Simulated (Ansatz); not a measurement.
Ti3CuC2 in space group P6_3/mmc (No. 194; Ti on 4f, Ti on 2a, Cu on 2b, C on 4f) under volume change, r²SCAN in the plane-wave PAW code Ansatz, shape and atoms relaxed at each volume.

```json
[
 {"V (Å³/atom)": "10.933", "E − E(relaxed) (meV/atom)": "59.9", "P (GPa)": "19.63"},
 {"V (Å³/atom)": "11.293", "E − E(relaxed) (meV/atom)": "24.7", "P (GPa)": "11.84"},
 {"V (Å³/atom)": "11.654", "E − E(relaxed) (meV/atom)": "5.7", "P (GPa)": "5.28"},
 {"V (Å³/atom)": "12.014", "E − E(relaxed) (meV/atom)": "0.0", "P (GPa)": "0.00"},
 {"V (Å³/atom)": "12.374", "E − E(relaxed) (meV/atom)": "5.1", "P (GPa)": "-4.38"},
 {"V (Å³/atom)": "12.735", "E − E(relaxed) (meV/atom)": "18.8", "P (GPa)": "-7.48"},
 {"V (Å³/atom)": "13.095", "E − E(relaxed) (meV/atom)": "38.5", "P (GPa)": "-10.16"}
]
```

Question: What does a third-order Birch–Murnaghan fit give for V₀, B₀ and B′?

Answer: V₀ = 12.01 Å³/atom, B₀ = 156 GPa, B′ = 6.3.

The start of the workflow was typed in or built on a structure type; neither database checked (COD, Materials Project) lists it. Whether it is the stable phase at ambient conditions was not checked. Symmetry was held in the r²SCAN relaxation; its stability against distortions is not shown here. No spin polarisation was allowed.

Potentials: the earlier of the program's two PAW sets.
